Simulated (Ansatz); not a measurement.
The relaxed structure here is a generated cell of PbI2: the first start was made by placing the elements on the sites of a structure type, and the end was not matched to a known phase here, so it may be hypothetical. Known forms of PbI2 include space group No. 164.

A structure of PbI₂ relaxed with PBEsol (plane waves to 420 eV, PAW, scalar-relativistic; Ansatz, a quantum-chemistry and plane-wave program); single points at other levels follow on the same geometry (Ansatz, PAW; PBEsol+SOC at 420 eV on a 5×5×7 k-mesh; spin-orbit coupling only where +SOC is written). Space group Pnnm (No. 58).

```xyz
6
Lattice="7.2587 0.0000 0.0000 0.0000 7.6516 0.0000 0.0000 0.0000 4.6611" Properties=species:S:1:pos:R:3 pbc="T T T"
Pb     3.6293     3.8258     2.3305
Pb     0.0000     0.0000     0.0000
I      5.4017     6.5004     2.3305
I      1.7723     4.9769     0.0000
I      5.4863     2.6746     0.0000
I      1.8570     1.1511     2.3305
```

```
level       gap (eV)      kind  conduction minimum
----------  --------  --------  ------------------
PBEsol          1.98  indirect                   Γ
PBEsol+SOC       [?]       [?]                 [?]
```

Question: What belongs in the gaps?

Answer: 
- PBEsol+SOC, gap (eV): 1.27
- PBEsol+SOC, kind: indirect
- PBEsol+SOC, conduction minimum: Γ

The shift from spin-orbit coupling is approximate. No spin polarisation in the result.

The run could not lose the symmetry of its start; a randomly shaken copy of 12 atoms returns to this structure.
